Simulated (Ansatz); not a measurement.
Level of theory: DFT PBE, scalar-relativistic, plane waves, PAW (Ansatz 0.2.0). All cells share a 420 eV cutoff and Γ-centred k meshes spaced at most about 0.3 Å⁻¹ (about 0.25 or finer for metals, 2π included). No spin polarisation in the final relaxations.

These are static total energies at zero pressure. All come from trial cells, and lower structures may exist.

Problem. Order these relaxed structures of BPd4 by energy, lowest first, with the energy over the lowest of them.
1.

```
B Pd
1.0
    -2.68560    2.68560    2.68560
     2.68560   -2.68560    2.68560
     2.68560    2.68560   -2.68560
B Pd
1 4
Direct
  0.00000 0.00000 0.00000
  0.43323 0.43323 0.43323
  0.56677 0.00000 0.00000
  0.00000 0.00000 0.56677
  0.00000 0.56677 0.00000
```

2.

```
B Pd
1.0
    -2.65163    2.65163    2.65163
     2.65163   -2.65163    2.65163
     2.65163    2.65163   -2.65163
B Pd
1 4
Cartesian
  0.0000 0.0000 0.0000
  1.3258 1.3258 -1.3258
  1.3258 -1.3258 1.3258
  -1.3258 1.3258 1.3258
  1.3258 1.3258 1.3258
```

3.

```
B Pd
1.0
     4.20263    0.00000    0.00000
     0.00000    4.20263    0.00000
     0.00000    0.00000    4.20263
B Pd
1 4
Direct
  0.50000 0.50000 0.50000
  0.23425 0.23425 0.23425
  0.76575 0.76575 0.23425
  0.76575 0.23425 0.76575
  0.23425 0.76575 0.76575
```

Solution. 3 (0 meV/atom), 1 (62 meV/atom), 2 (102 meV/atom). Forms: 3 P-43m; 1 I-43m; 2 Im-3m. Counting Pd atoms around B (those within 1.25 times the shortest such distance or 1.15 times the sum of covalent radii): cell 3 has B 4; cell 1 has B 4; cell 2 has B 8.

Cells relaxed within their symmetry can be saddle points. Some types were kept out of the candidates beforehand, so the set may lack a known form.
